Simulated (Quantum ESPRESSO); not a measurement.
## AuHfTa5W in 5 site orders

These are calculations, not measurements. They come from Quantum ESPRESSO 7.5, a public plane-wave density functional program. Each row is one single-point run on a made-up periodic cell of eight metal atoms, with elements, volume, strain and displacements drawn at random and not relaxed, so a cell may be unstable or far from any real phase. There is no spin polarisation or spin-orbit coupling.

Settings: PBE unless stated; PseudoDojo standard norm-conserving files; Fermi-Dirac width 0.25 eV, which means electrons at about 2900 K; cutoff 1034 eV; 8 x 4 x 3 k mesh shifted half a step off Gamma. E is the free energy of the whole cell (internal energy minus TS), so a -TS column is already part of it. Stress is positive in tension, and the pressure P is minus a third of its trace.

Checks: one run of this series was repeated at a higher cutoff and on a denser mesh, which moved values by no more than 0.005 eV, 0.04 GPa and 0.013 eV/Å, and a second program with other atomic files agreed on it to 2 % rms in force and 0.5 GPa in pressure. Known limits: heavy elements are run without spin-orbit coupling, which real alloys of them have; a spin test at this wide smearing found no moment, but such smearing suppresses magnetism that the real alloy may have.

The lattice is face-centred cubic, and the cell vectors in Å are (0.031, -2.081, -2.007); (-6.024, -1.974, -0.014); (-2.098, 4.176, -6.002), a volume of 134.34 Å³. The runs move one Au atom among sites that otherwise hold Ta, on the same eight displaced sites. E is counted from run 1, and the rms force is over all 24 components. Nothing is relaxed, so E mixes bonding between neighbours with strain on unrelaxed sites, and it is not an ordering energy.

| run | elements on sites 1 to 8 | E (eV) | -TS (eV) | rms force (eV/Å) | largest force (eV/Å) | P (GPa) |
|---|---|---|---|---|---|---|
| 1 | Ta Au Ta Ta Hf W Ta Ta | 0.000 | -1.610 | 1.528 | 4.17 | 28.03 |
| 2 | Ta Ta Au Ta Hf W Ta Ta | 0.288 | -1.661 | 1.603 | 4.64 | 29.43 |
| 3 | Ta Ta Ta Au Hf W Ta Ta | 0.237 | -1.658 | 1.497 | 4.10 | ? |
| 4 | Ta Ta Ta Ta Hf W Au Ta | -0.155 | -1.578 | 1.553 | 4.35 | 27.52 |
| 5 | Ta Ta Ta Ta Hf W Ta Au | 0.261 | -1.642 | 1.623 | 4.38 | 28.71 |

## Worked fit

A straight line through the runs shown gives P = 28.06 + 3.71 E GPa with E in eV, an error of 0.84 on the slope and a scatter of 0.31 GPa. At this fixed volume the orders of higher energy tend to have the higher pressure.

## Withheld value

Question: what pressure should run 3 give?

The fit gives 28.94 ± 0.37 GPa. The calculation gave 28.70 GPa.
